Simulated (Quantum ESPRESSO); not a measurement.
## Kohn-Sham bands of CsCaH₃ (cubic perovskite)

```
CsCaH3
1.0
    4.62119     0.00000     0.00000
    0.00000     4.62119     0.00000
    0.00000     0.00000     4.62119
Cs Ca H
1 1 3
Direct
  0.00000   0.00000   0.00000
  0.50000   0.50000   0.50000
  0.50000   0.00000   0.50000
  0.00000   0.50000   0.50000
  0.50000   0.50000   0.00000
```

Structure: Materials Project mp-644203, symmetrised, not relaxed again. Not found in the COD (Crystallography Open Database) copy used; not checked further. Level: PBEsol, no spin polarisation, no spin-orbit coupling; pw.x of Quantum ESPRESSO at 58 Ry with PseudoDojo potentials, 8×8×8 k-points, Wannier90. Density: 8×8×8 mesh, cold smearing 0.01 Ry. Spin-orbit coupling is left out although heavy elements are present.

Question: List the Kohn-Sham levels between −8 and 6.0 eV relative to the valence-band maximum at the high-symmetry points, as a band run of pw.x on that density gives them (levels within 2 meV counted together).

Answer: 
```json
[
 {"point": "Γ", "k (reciprocal lattice)": "0.000 0.000 0.000", "levels (eV)": "-6.83 (×3), -2.75, -0.64 (×2), 5.54 (×3)"},
 {"point": "X", "k (reciprocal lattice)": "0.000 0.500 0.000", "levels (eV)": "-7.37, -6.80 (×2), -1.21, -0.85, -0.38, 4.81, 5.31 (×2), 5.50 (×2), 5.71, 5.89"},
 {"point": "M", "k (reciprocal lattice)": "0.500 0.500 0.000", "levels (eV)": "-7.21 (×2), -6.75, -1.45, 0.00 (×2), 2.95, 4.38 (×2), 5.17"},
 {"point": "R", "k (reciprocal lattice)": "0.500 0.500 0.500", "levels (eV)": "-7.12 (×3), -0.59 (×3), 4.61 (×3), 4.95"}
]
```
